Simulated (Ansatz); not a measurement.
HgF:
```
CELL_PARAMETERS angstrom
     -1.81808     1.81808     5.49282
      1.81808    -1.81808     5.49282
      1.81808     1.81808    -5.49282
ATOMIC_POSITIONS crystal
  Hg 0.88477 0.88477 0.00000
  Hg 0.11523 0.11523 0.00000
  F  0.68913 0.68913 0.00000
  F  0.31087 0.31087 0.00000
```

Plane-wave PAW r²SCAN+D4 (Ansatz code) gives a gap of 1.74 eV without spin–orbit coupling, maximum at P, minimum at M.

Task: What happens when spin–orbit coupling is switched on?

Result: The gap grows by 0.02 eV, to 1.76 eV; maximum at P, minimum at M.

Task: Give the electron effective mass with spin–orbit coupling.

Result: 0.19, 1.0, 1.0 mₑ (principal values).

Space group I4/mmm. The first step of the workflow began from a Materials Project structure, measured or hypothetical; the Crystallography Open Database files this formula in space group No. 139, but the cells were not matched. Its standing as an ambient phase is unchecked. Symmetry was held in the r²SCAN+D4 relaxation; whether a distortion lowers the energy is not shown.

Potentials: the later of the program's two PAW sets.
